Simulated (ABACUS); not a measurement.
Consider a self-consistent single point of Te (C2/m, 1 atom in the cell; from Materials Project mp-1178932, changed as shown).

```
CELL_PARAMETERS angstrom
      2.28285     1.31800     1.67404
     -2.30591     1.33132     1.69095
      0.00000    -2.66263     1.69095
ATOMIC_POSITIONS crystal
  Te 0.50000 0.50000 0.50000
```

All values come from this method and carry its errors: PBEsol, PseudoDojo 0.4 standard norm-conserving PBEsol (tails mended) pseudopotentials (plane waves; ABACUS).

ABACUS settings:

| setting | value |
|---|---|
| KPT | Gamma 10 10 10 0 0 0 |
| basis_type | pw |
| ecutwfc | 82.3 Ry |
| smearing_method | gaussian |
| smearing_sigma | 0.00999582 Ry |
| potentials | PseudoDojo 0.4 standard norm-conserving PBEsol (tails mended) |
| symmetry | 1 |
| ks_solver | cg |
| scf_nmax | 100 |
| scf_thr | 1.0e-09 Ry |
| mixing_type | pulay |

Results:

- Number of valence electrons = 16
- Number of bands = 18
- Number of k-points after the program's reduction = 282
- Number of plane waves (most at a k-point) = 2653
- Number of SCF iterations = 8
- FFT grid = 36 × 36 × 36
- Free energy E − TS = -2846.5024 eV
- Fermi level (on the code's own zero) = 10.49 eV
- Pressure = 0.26 GPa

Stress (GPa, positive for compression):
```
0.29  0.14  0.15
0.14  0.13  0.09
0.15  0.09  0.37
```

For comparison: a first run was changed to give this one (lattice vector a scaled by 0.99), and from it to this one the free energy is nearly the same (within 1 meV/atom) and the pressure goes from -0.32 to 0.26 GPa.

The structure comes from a collection of computed structures, made at another level of theory; the collection holds predicted forms beside known ones.

Cost on one core: about 7 core-minutes (a rough figure).

“Tails mended”: in these copies of the files the far tail of each local potential was reset to the Coulomb form.
